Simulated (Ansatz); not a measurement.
TiTe2:
```cif
data_Te2Ti
_chemical_formula_sum 'Ti1 Te2'
_space_group_name_H-M_alt 'P-3m1'
_space_group_IT_number 164
_space_group_name_Hall '-P 3 2"'
_cell_length_a 3.79289
_cell_length_b 3.79289
_cell_length_c 6.64684
_cell_angle_alpha 90.000
_cell_angle_beta 90.000
_cell_angle_gamma 120.000
loop_
_atom_site_label
_atom_site_type_symbol
_atom_site_symmetry_multiplicity
_atom_site_Wyckoff_symbol
_atom_site_fract_x
_atom_site_fract_y
_atom_site_fract_z
_atom_site_occupancy
Ti1 Ti 1 a 0.00000 0.00000 0.00000 1
Te1 Te 2 d 0.33333 0.66667 0.25449 1
```

Relaxed at zero pressure with the program Ansatz at the r²SCAN+D4 level (PAW).

Task: The volume is raised by 9 % and shape and atoms relax at that volume. What pressure results, and how do the axes share the change?

Result: -1.2 GPa; a 0.5 %, b 0.5 %, c 7.9 %; the energy rises by 11 meV/atom.

Task: Give the new structure.

Result: 
Space group P-3m1 (No. 164); a = 3.8129 Å, b = 3.8129 Å, c = 7.1692 Å, α = 90.00°, β = 90.00°, γ = 120.00°

| atom | site | symmetry | x | y | z |
|---|---|---|---|---|---|
| Ti | 1a | -3m. | 0.0000 | 0.0000 | 0.0000 |
| Te | 2d | 3m. | 0.3333 | 0.6667 | 0.2371 |

The phase is kept; no other phase was compared at this pressure.

Symmetry was held in the r²SCAN+D4 relaxation; of distortions, only those at the zone centre were tested. The run is not spin-polarised. Scalar-relativistic: spin–orbit coupling is off unless named, which matters more the heavier the elements.

Potentials: the later of the program's two PAW sets.
